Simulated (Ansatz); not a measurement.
Structures of Si3N4: which is lowest?

Plane-wave DFT in Ansatz with scalar-relativistic PAW potentials, cutoff 420 eV, Γ-centred meshes chosen by cell and gap, Gaussian smearing with energies taken to zero width. Every cell was relaxed (cell and atoms) in a run of its own, within the symmetry of its start. Functional: PBE+D3(BJ).

Relaxed structures (starts from databases or built by putting these elements on another compound's sites):
A. Fd-3m, 14 atoms in the computed cell, a = 7.736 Å; sites (symmetry × multiplicity) Si -43m × 8 + .-3m × 16, N .3m × 32; start: database
B. P6_3/m, 14 atoms in the computed cell, a = 7.619 Å, c = 2.911 Å; sites (symmetry × multiplicity) Si m.. × 6, N -6.. × 2 + m.. × 6; start: database

Q: Rank them by energy. Could pressure change the order?

A:
```tsv
structure	group	E − E(lowest) (meV/atom)	V (Å³/atom)	gap on mesh (eV)
B	P6_3/m	0.0	10.45	4.33
A	Fd-3m	77	8.27	3.42
```

B is lowest, 77 meV/atom under A. A is denser by 2.19 Å³/atom, so pressure favours it: ΔE/ΔV, with ΔE in eV and 1 eV/Å³ = 160.2 GPa, gives about 6 GPa for equal enthalpy if both cells were rigid, a rough figure since the two compress differently. Other structures may lie lower than all of these, and vibrations aren't counted.